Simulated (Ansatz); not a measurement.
Ta₃Ru in space group Fm-3m (No. 225; Ta on 8c, Ta on 4b, Ru on 4a) under volume change, LDA in the plane-wave PAW code Ansatz, scaled uniformly.

```
V (Å³/atom)  E − E(relaxed) (meV/atom)  P (GPa)
-----------  -------------------------  -------
14.524                           121.7    29.42
15.002                            51.2    18.06
15.481                            12.1     8.33
15.960                             0.0     0.00
16.439                            10.9    -7.13
16.918                            41.6   -13.23
17.396                            89.1   -18.44
```

What does a third-order Birch–Murnaghan fit give for V₀, B₀ and B′?

V₀ = 15.96 Å³/atom, B₀ = 256 GPa, B′ = 4.2.

The first step of the workflow began from a Materials Project structure, measured or hypothetical; the Crystallography Open Database copy checked does not list it. With Ta and Ru taken as one species the cell has the higher symmetry Im-3m, so it may be an ordered model of a mixed-site phase. Its standing as an ambient phase is unchecked. The LDA relaxation kept the symmetry of its start; whether a distortion lowers the energy is not shown. No spin polarisation was allowed. Spin–orbit coupling is left out wherever it is not named.

Potentials: the later of the program's two PAW sets.
